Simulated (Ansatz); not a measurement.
A geometry of Cu2O away from equilibrium: step 19 of the relaxation of a generated cell, Cu2O built in the AFLOW prototype A2B_oP12_62_2c_c (C37, as in Co2Si). These are PBE (plane waves to 420 eV, PAW, scalar-relativistic; Ansatz, an electronic-structure program) values and carry that method's errors. Γ-centred k-mesh 4×6×3 on the run's cell (coarser than for final values), Fermi–Dirac smearing 0.05 eV.

```yaml
crystal:
  lattice:
    - [5.28471, 0.00000, 0.00000]
    - [0.00000, 3.83955, 0.00000]
    - [0.00000, 0.00000, 6.56587]
  atoms:
    - { symbol: Cu, position: [0.55374, 0.25000, 0.81832] }
    - { symbol: Cu, position: [0.05374, 0.25000, 0.68168] }
    - { symbol: Cu, position: [0.44626, 0.75000, 0.18168] }
    - { symbol: Cu, position: [0.94626, 0.75000, 0.31832] }
    - { symbol: Cu, position: [0.10235, 0.25000, 0.07213] }
    - { symbol: Cu, position: [0.60235, 0.25000, 0.42787] }
    - { symbol: Cu, position: [0.89765, 0.75000, 0.92787] }
    - { symbol: Cu, position: [0.39765, 0.75000, 0.57213] }
    - { symbol: O, position: [0.46156, 0.25000, 0.14641] }
    - { symbol: O, position: [0.96156, 0.25000, 0.35359] }
    - { symbol: O, position: [0.53844, 0.75000, 0.85359] }
    - { symbol: O, position: [0.03844, 0.75000, 0.64641] }
```

### Question
Which atoms carry the largest force, and which way does it point?

### Answer
0.05 eV/Å, on Cu5, Cu6, Cu7, Cu8 (atoms numbered as listed); on Cu5 its components are (-0.05, 0.00, -0.01).

### Question
What is the pressure?

### Answer
+5.4 GPa, compression positive.

### Question
How far above the relaxed end point is this geometry?

### Answer
0.12 eV/atom; the path ends in Cmcm (No. 63).

No spin polarisation in the result. The d or f electrons are treated with no Hubbard U.

The run could not lose the symmetry of its start: the end is stationary, and may be a saddle point rather than a minimum.

The end of the path is a generated cell of Cu2O: the first start was made by placing the elements on the sites of a structure type, and the end was not matched to a known phase here, so it may be hypothetical. Known forms of Cu2O include space group No. 224.
